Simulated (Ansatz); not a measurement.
# 14N nuclear quadrupole resonance in CdPtC₆N₆

Cell: a structure deposited in the COD, its atoms then relaxed with PBE in this cell.

```cif
data_CdPtC6N6
_symmetry_space_group_name_H-M 'Fm-3m'
_symmetry_Int_Tables_number 225
_cell_length_a 10.9461
_cell_length_b 10.9461
_cell_length_c 10.9461
_cell_angle_alpha 90.000
_cell_angle_beta 90.000
_cell_angle_gamma 90.000
loop_
_atom_site_label
_atom_site_type_symbol
_atom_site_symmetry_multiplicity
_atom_site_Wyckoff_symbol
_atom_site_fract_x
_atom_site_fract_y
_atom_site_fract_z
Cd Cd 4 b 0.5000 0.5000 0.5000
Pt Pt 4 a 0.0000 0.0000 0.0000
C C 24 e 0.5000 0.8167 0.5000
N N 24 e 0.5000 0.7110 0.5000
```

One atom of each set is listed; the run and its k-mesh use a cell of 14 atoms with edges of 7.74, 7.74, 7.74 Å.

Method: Kohn–Sham DFT in Ansatz, PBE, plane waves and PAW, scalar-relativistic, 420 eV cutoff, Γ-centred 5×5×5 k-points, Fermi–Dirac smearing 0.05 eV.

14N: I = 1, Q = 20.44 mb (year-2017 value). Static lattice, zero field.

(1) At which frequencies do the 14N NQR lines lie?

Answers

(1) For I = 1 the lines are ν± = (3/4)|C_Q|(1 ± η/3) and ν₀ = |C_Q|η/2.

```
site  atoms  V_zz (10²¹ V/m²)  C_Q (MHz)     η  line frequencies (MHz)
   N      6             -5.87      -2.90  0.00                    2.18
```

An axis of threefold or higher order runs through N, so V_zz lies along it and η is zero.

The database entry as given showed forces above 3 eV/Å or a pressure above 30 GPa, though relaxing it moves no atom far.

The relaxation (4 steps) took 59 s of wall time (59 s of CPU time) and 0.69 GiB at its peak, on 1 thread of Arm Neoverse V2 (aarch64; 28 cores open to the job, memory cap 3.0 GiB, no GPU), a shared host with a load of 0.6 a core.
